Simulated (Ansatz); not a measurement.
AlBO3:
```
CELL_PARAMETERS angstrom
      2.23766     1.29191     4.57911
     -2.23766     1.29191     4.57911
      0.00000    -2.58383     4.57911
ATOMIC_POSITIONS crystal
  Al 0.50000 0.50000 0.50000
  Al 0.00000 0.00000 0.00000
  B  0.75000 0.75000 0.75000
  B  0.25000 0.25000 0.25000
  O  0.75000 0.44126 0.05874
  O  0.25000 0.55874 0.94126
  O  0.05874 0.75000 0.44126
  O  0.94126 0.25000 0.55874
  O  0.44126 0.05874 0.75000
  O  0.55874 0.94126 0.25000
```

Cartesian axes are those of the cell as given.

### Question
Give the high-frequency dielectric tensor and the Born effective charge tensors of the independent atoms from DFPT, DFT-PBEsol in the program Ansatz with PAW potentials.

### Answer

ε∞:
```
3.35  0.00  0.00
0.00  3.35  0.00
0.00  0.00  3.06
```
Z* of atom 1 (Al), rows: field, columns: displacement, in e:
```
 3.22  -0.24   0.00
 0.24   3.22   0.00
 0.00   0.00   3.10
```
Z* of atom 3 (B), rows: field, columns: displacement, in e:
```
2.75  0.00  0.00
0.00  2.75  0.00
0.00  0.00  1.31
```
Z* of atom 5 (O), rows: field, columns: displacement, in e:
```
-1.80   0.33   0.25
 0.33  -2.18   0.15
 0.20   0.12  -1.47
```

Space group R-3c. The workflow started from a Materials Project entry (that database holds measured and hypothetical structures alike); the Crystallography Open Database files this formula in space group No. 167, but the cells were not matched. Its standing as an ambient phase is unchecked. The PBEsol relaxation kept the symmetry of its start; its stability against distortions is not shown here.

Potentials: the later of the program's two PAW sets.
